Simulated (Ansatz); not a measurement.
**SbRh3: an elastic run with strain amplitude 0.02**

Level of theory: DFT PBEsol, scalar-relativistic, plane waves, PAW (Ansatz 0.2.0).

Launched with:
```bash
ansatz run input.yaml --threads 1 --pin off --max-ram 2560MiB --backend cpu --events-out ev --progress --plain --runs-dir out
```

Input (bare energies are in eV):
```yaml
crystal:
  lattice:
    - [3.9076246385, 0.0, 0.0]
    - [0.0, 3.9076246385, 0.0]
    - [0.0, 0.0, 3.9076246385]
  atoms:
    - { symbol: Sb, position: [0.0, 0.0, 0.0] }
    - { symbol: Rh, position: [0.5, 0.5, 0.0] }
    - { symbol: Rh, position: [0.5, 0.0, 0.5] }
    - { symbol: Rh, position: [0.0, 0.5, 0.5] }
basis:
  ecutwfc: 420
kpoints:
  mp_grid: { grid: [10, 10, 10] }
hamiltonian:
  xc: pbesol
scf:
  occupations: { method: fermi_dirac, width: 0.15 }
output:
  forces: true
  stress: true
  eigenvalues: true
elastic:
  mode: relaxed_ion
  stencil: two_point
  amplitude: 0.02
```

From the output:
```
--- Elastic constants: 2 strain directions × 2 members + reference (group order 48) ---
  dense FFT box of the reference and of every strained cell: 27×27×27
  strains applied: 11, 23; error gains: componentwise 1.00 (the most a stress slope's error grows in a printed constant), spectral 1.73 (1 for all six strains in a standard setting)
  C = ∂σ_k/∂η_j (tension-positive GPa; Voigt order 11 22 33 23 13 12):
       340.740    180.180    180.180     -0.000     -0.000     -0.000
       180.180    340.740    180.180     -0.000     -0.000     -0.000
       180.180    180.180    340.740     -0.000     -0.000     -0.000
        -0.000     -0.000     -0.000    128.530      0.000      0.000
         0.000      0.000     -0.000     -0.000    128.530     -0.000
         0.000     -0.000      0.000      0.000      0.000    128.530
  reference stress σ⁰ (GPa):      0.001      0.001      0.001     -0.000     -0.000      0.000
  C* (energy form; C + prestress term) asymmetry max|C*_kj − C*_jk| = 5.684e-14 GPa — a small one proves nothing (zero by symmetry where the batch's group is 432, −43m or m−3m); a large one is finite-difference/SCF noise where every solve ...
  moduli (Voigt/Reuss/Hill, GPa): K = 233.70/233.70/233.70   G = 109.23/103.62/106.42   E = 277.20   ν = 0.302
  mechanically stable: yes (min eigenvalue of sym C = 128.53 GPa)
  strain η (Voigt 11):  stress-route row diagonal C_11 = 340.74 GPa, energy-path curvature d²(F+E_count+ΔE)/dδ²/Ω₀ = 340.34 GPa
         δ    σ_11 (GPa) F (eV) n_scf n_hpsi n_pw
    -2.000e-2      -7.2919      -25425.4484074      11  108650   1164   relax 0 steps, max|allowed force component| 1.86e-28 eV/Å
     2.000e-2       6.3377      -25425.4507572      10   92895   1209   relax 0 steps, max|allowed force component| 4.69e-29 eV/Å
  strain η (Voigt 23):  stress-route row diagonal C_44 = 128.53 GPa, energy-path curvature d²(F+E_count+ΔE)/dδ²/Ω₀ = 128.57 GPa
         δ    σ_23 (GPa) F (eV) n_scf n_hpsi n_pw
    -2.000e-2      -2.5706      -25425.4653597      10  156140   1189   relax 0 steps, max|allowed force component| 1.95e-28 eV/Å
     2.000e-2       2.5706      -25425.4653597       9  124723   1189   relax 0 steps, max|allowed force component| 5.14e-28 eV/Å
```

It took 110 s on 1 thread of Intel(R) Xeon(R) Platinum 8259CL CPU @ 2.50GHz (Skylake/Cascade Lake) (shared host), peak memory 0.68 GiB.

Beside the reference run (Settings: 420 eV plane-wave cutoff, Γ-centred 10×10×10 mesh, Fermi-Dirac smearing of 0.15 eV. No spin polarisation.), the elastic coefficients (GPa; two-point stencil, strain 0.002 and ions relaxed unless stated):
```json
{"setting": "reference run", "C11": "339.9", "C12": "179.6", "C44": "128.5"}
{"setting": "strain amplitude 0.02", "C11": "340.7", "C12": "180.2", "C44": "128.5"}
```

In a metal, frequencies and elastic constants depend on the k mesh and the smearing, soft modes and shear constants most.